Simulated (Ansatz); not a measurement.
NbAs2:
```
NbAs2
1.0
    1.72945    -5.98983     0.00000
    1.72945     5.98983     0.00000
    0.00000     0.00000     5.35640
Nb As
2 4
Direct
  0.90927   0.09073   0.50022
  0.09073   0.90927   0.00022
  0.56916   0.43084   0.36795
  0.43084   0.56916   0.86795
  0.29689   0.70311   0.20684
  0.70311   0.29689   0.70684
```

Relaxed with r²SCAN.

**Question.** Map the electron localisation function on the plane through (0.909, 0.091, 0.500) spanned by u = [0, 0, 1] and v = [1, -1, 0] in lattice vectors, from r²SCAN (plane waves, PAW; program Ansatz).

**Answer.** x is the fraction of u, y of v (the angle between them is 90°; rows are the nearest grid lines); atoms in the plane: Nb at (0.00, 0.00), Nb at (0.50, 0.18), As at (0.87, 0.66), As at (0.37, 0.52), As at (0.71, 0.39), As at (0.21, 0.79).
```
|0279721122211000011111379720|
|9986311111000000012221136899|
|5432223321000000012333212345|
|4799999876420000011222221124|
|7886321256664200000000000247|
|7763100147887421001112233567|
|9876433578887422234566666789|
|8887555666544334578886433468|
|6653100113344444467763000036|
|8742123567788875323456667788|
|7643345665567876311235678887|
|3346787410101466421011233443|
|3346888764446888865566776433|
|3212344555667887642235788863|
|3100001111235676510002578763|
|1000000000013678864335666521|
|0001123332111247999998752000|
|0001233321245665322222110000|
|0001122112589999862111110000|
|0001111125995115884111222110|
|1112344322467898742123332111|
|5542223443110001123443211245|
|9997311333321111234432236899|
|0279721122211000011111379720|
```
Scale: ten equal steps from 0.025 (start of '0') to 0.805 (end of '9'), in the order '0123456789'; x runs from 0.000 to 1.00, y from 0.000 (bottom) to 1.00 (top).

The density is the valence pseudo-density with augmentation charge, so density and ELF within about 1 Å of a nucleus are not all-electron values.

Space group Cmc2_1. The start of the workflow was typed in or built on a structure type; neither database checked (COD, Materials Project) lists it. COD files the formula under space group No. 5, 12. Its standing as an ambient phase is unchecked. The cell was relaxed with r²SCAN under the symmetry of its start; whether a distortion lowers the energy is not shown. The run is not spin-polarised. The volume moved by -15 % from the start of the relaxation.

Potentials: the earlier of the program's two PAW sets. The files were generated under PBE; for other functionals the program regenerates the frozen cores, and for LDA and PBEsol the local potential too.
